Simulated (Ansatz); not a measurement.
CdI₂:
```
CdI2
1.0
    4.16394     0.00000     0.00000
   -2.08197     3.60608     0.00000
    0.00000     0.00000     6.65956
Cd I
1 2
Cartesian
  0.00000   0.00000   0.00000
  0.00000   2.40405   1.69132
  2.08197   1.20203   4.96824
```

x, y and z are the axes in which the lattice vectors are written.

**Question.** Give the high-frequency dielectric tensor and the Born effective charge tensors of the independent atoms from DFPT, plane-wave PAW LDA (Ansatz code).

**Answer.** 
ε∞:
```
6.14  0.00  0.00
0.00  6.14  0.00
0.00  0.00  5.43
```
Z* of atom 1 (Cd), rows: field, columns: displacement, in e:
```
2.95  0.00  0.00
0.00  2.95  0.00
0.00  0.00  1.82
```
Z* of atom 2 (I), rows: field, columns: displacement, in e:
```
-1.48   0.00   0.00
 0.00  -1.48   0.00
 0.00   0.00  -0.91
```

Static charges for comparison (Bader): Cd1 +0.69, I2 -0.35 e. Born charges measure polarisation by displacement and can exceed these by far.

Space group P-3m1 (CdI2 type). The cell was relaxed with LDA under the symmetry of its start. A crystal of weakly bound layers computed without a dispersion correction: the cell and the soft elastic constants depend strongly on that. Scalar-relativistic: spin–orbit coupling is off unless named, which matters more the heavier the elements.

Potentials: the later of the program's two PAW sets.
